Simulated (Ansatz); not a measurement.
## Magnetic orders of Sc3Cr

The calculation used DFT PBE, scalar-relativistic, plane waves, PAW in Ansatz 0.2.0.

```
Sc Cr
1.0
     0.00000    3.49726    3.49726
     3.49726    0.00000    3.49726
     3.49726    3.49726    0.00000
Sc Cr
3 1
Direct
  0.25000 0.25000 0.25000
  0.75000 0.75000 0.75000
  0.50000 0.50000 0.50000
  0.00000 0.00000 0.00000
```

| Item | Value |
| --- | --- |
| plane-wave cutoff | 420 eV |
| Γ-centred k-mesh | 10×10×10 |
| occupation rule | Gaussian smearing, 0.1 eV |
| list of starting moments (μB, in atom order) | 0 0 0 3 |
| check for lower electronic states after the SCF | off |

All runs keep this geometry, which stands near equilibrium for the lowest state (largest force there 0.000 eV/Å, pressure 0.0 GPa; forces reach 0.06 eV/Å in another state) and needn't be a stable compound; relaxing each order would shift the differences by some 10 meV/atom, going by the pressures and a bulk modulus of about 150 GPa. A propagation vector, in units of the reciprocal vectors, doubles the cell, which takes an equally dense mesh. The large starts are 0 0 0 4.5 μB. The small starts are 0 0 0 0.5 μB. Site moments are spin moments in atom-centred spheres that scale with the neighbour distance. The states are those that the runs reached from these starts; a lower one can exist.

Task: Starts tried: no spin; ferromagnetic; large parallel starting moments; antiferromagnetic, doubled cell, propagation vector (0, 0, 1/2); antiferromagnetic, doubled cell, propagation vector (0, 1/2, 1/2); small parallel starting moments. Which state comes out lowest, and what are the moments?

Result: The lowest state is ferromagnetic, reached from the start “ferromagnetic” and the start “large parallel starting moments” and the start “small parallel starting moments”, with site moments (μB) Sc -0.14 (×2), Sc -0.37, Cr +3.26.

```tsv
start	ends	energy above lowest (meV/atom)	site moments (μB)	gap on mesh (eV)	P (GPa)
no spin	non-magnetic	201	none over 0.05	metal	-4.7
ferromagnetic	ferromagnetic	0.00	Sc -0.14 (×2), Sc -0.37, Cr +3.26	metal	0.0
large parallel starting moments	ferromagnetic	0.00	Sc -0.14 (×2), Sc -0.37, Cr +3.26	metal	0.0
antiferromagnetic, doubled cell, propagation vector (0, 0, 1/2)	antiferromagnetic	19.9	Sc -0.08 (×2), Sc +0.08 (×2), Cr +3.17, Cr -3.17	metal	-0.1
antiferromagnetic, doubled cell, propagation vector (0, 1/2, 1/2)	antiferromagnetic	30.3	Sc +0.11, Cr +3.09, Sc -0.11, Cr -3.09	metal	-0.2
small parallel starting moments	ferromagnetic	0.00	Sc -0.14 (×2), Sc -0.37, Cr +3.26	metal	0.0
```

Cost: 6 runs of about 8.7 core-minutes in all, on Intel Xeon Processor @ 2.50GHz (Skylake/Cascade Lake) (shared hosts).